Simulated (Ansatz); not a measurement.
One crystal and one scan (energy over volume and axial ratio) at two levels, PBE (plane waves to 420 eV, PAW, scalar-relativistic; Ansatz, an electronic-structure program) and r2SCAN (plane waves to 500 eV, PAW, scalar-relativistic; Ansatz), each from its own relaxed cell and on its own mesh. The cell shown is that of PBE.

CsBr (CsCl type)

```yaml
crystal:
  lattice:
    - [4.38897, 0.00000, 0.00000]
    - [0.00000, 4.38897, 0.00000]
    - [0.00000, 0.00000, 4.38897]
  atoms:
    - { symbol: Cs, position: [0.00000, 0.00000, 0.00000] }
    - { symbol: Br, position: [0.50000, 0.50000, 0.50000] }
```

The relaxed cell is deformed in two ways at once: its volume V is scaled, and at that volume it is stretched along z (the c axis of the conventional cell) so that c/a changes. Fractional atomic positions are held.

The energy includes the smearing's −TS. CsBr was relaxed with its symmetry unable to fall. Percentages come from the unrounded values.

```json
[
 {"quantity": "Lattice constant a (Å)", "PBE": "4.389", "r2SCAN": "4.324", "PBE − r2SCAN": "+0.065 (+1.5 %)"},
 {"quantity": "Shear modulus C′ = (C11 − C12)/2 (fit, atoms clamped) (GPa)", "PBE": "10.9", "r2SCAN": "11.3", "PBE − r2SCAN": "-0.4 (-4 %)"}
]
```

PBE gives the higher value for: lattice constant a. PBE gives the lower value for: shear modulus C′. Neither level is exact: the differences show how much the result hangs on the functional.

(Under strain, the slope of the energy per volume gives the stress and its curvature an elastic modulus.)
